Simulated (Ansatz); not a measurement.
HfO2:
```
HfO2
1.0
    5.22824     0.00000     0.00000
    0.00000     5.01722     0.00000
    0.00000     0.00000     5.04153
Hf O
4 8
Direct
  0.03290   0.26756   0.24230
  0.96710   0.73244   0.74230
  0.46710   0.26756   0.74230
  0.53290   0.73244   0.24230
  0.36799   0.07173   0.37991
  0.63201   0.92827   0.87991
  0.13201   0.07173   0.87991
  0.86799   0.92827   0.37991
  0.73402   0.45967   0.49079
  0.26598   0.54033   0.99079
  0.76598   0.45967   0.99079
  0.23402   0.54033   0.49079
```

PBEsol (plane waves, PAW; program Ansatz) gives a gap of 4.34 eV without spin–orbit coupling, maximum on the Y–Γ line, 96 % of the way from Y, minimum off the standard path, at k = (0.266, -0.500, 0.354).

Task: What happens when spin–orbit coupling is switched on?

Result: The gap drops by 0.05 eV, to 4.29 eV; maximum on the Γ–X line, 2 % of the way from Γ, minimum off the standard path, at k = (0.255, 0.427, 0.365).

Space group Pca2_1. The PBEsol relaxation kept the symmetry of its start. No spin polarisation was allowed.

Potentials: the later of the program's two PAW sets.
